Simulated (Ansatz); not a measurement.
## Competing spin states in VPt3

```xyz
8
Lattice="7.7400 0.0000 0.0000 0.0000 3.8700 0.0000 0.0000 0.0000 3.8700" Properties=species:S:1:pos:R:3 pbc="T T T"
V     0.0000    0.0000    0.0000
Pt    0.0000    1.9350    1.9350
Pt    1.9350    0.0000    1.9350
Pt    1.9350    1.9350    0.0000
V     3.8700    0.0000    0.0000
Pt    3.8700    1.9350    1.9350
Pt    5.8050    0.0000    1.9350
Pt    5.8050    1.9350    0.0000
```

All energies were calculated with Ansatz 0.2.0 (r2SCAN; 500 eV; 4×8×8 Γ-centred mesh; fermi-dirac occupations of width 0.050 eV). The atoms are fixed and numbered as listed; spin is collinear, without spin-orbit coupling.

Different starts of the self-consistent cycle ended in different solutions. Their moments in μB:

```tsv
state	V1	V5	other atoms together	size of the net moment a cell
A	0.00	0.00	0.00	0.00
B	1.57	-1.57	0.00	0.00
C	1.66	1.66	-0.89	2.66
```

Site moments are taken in small spheres that don't touch (radius about 0.4 of the atom's shortest bond), so those of the magnetic atoms read low, and they needn't add up to the net moment. State A was run without spin polarisation.

Q: What is the order in energy at zero smearing?

A: State C (parallel moments) is lowest; B (antiparallel, compensated) lies 21 meV above it, A (without moments) lies 104 meV above it, all counted an atom of the cell.

Q: Which states have a gap on the mesh, and what pressure does each exert on this cell?

A: A: no gap, 3.4 GPa; B: no gap, 6.5 GPa; C: no gap, 5.9 GPa (positive in compression). Moments take up room: without them the pressure is lower, so that state wants a smaller cell.

Q: What does magnetism gain here?

A: 104 meV an atom of the cell, or 414 meV for each V atom, against state A, which has none. In a metal like this the level decides whether moments form at all, so this is no ordering energy.

The cell is that of a Crystallography Open Database entry, unchanged but doubled along one cell vector so that moments can oppose.

Caveats: only orders that fit this cell and collinear spins were tried, so the true order may need a larger cell or canted moments; atoms and cell are not relaxed, and each state would relax in its own way; r2SCAN overestimates the moments and magnetic energies of itinerant metals, and can make a paramagnetic metal magnetic; the k mesh is coarse, so differences of a few meV are uncertain where a state is a metal; at this level the entry's cell stands at +6 GPa (positive in compression); one start a pattern, so a lower state of the same pattern may exist.
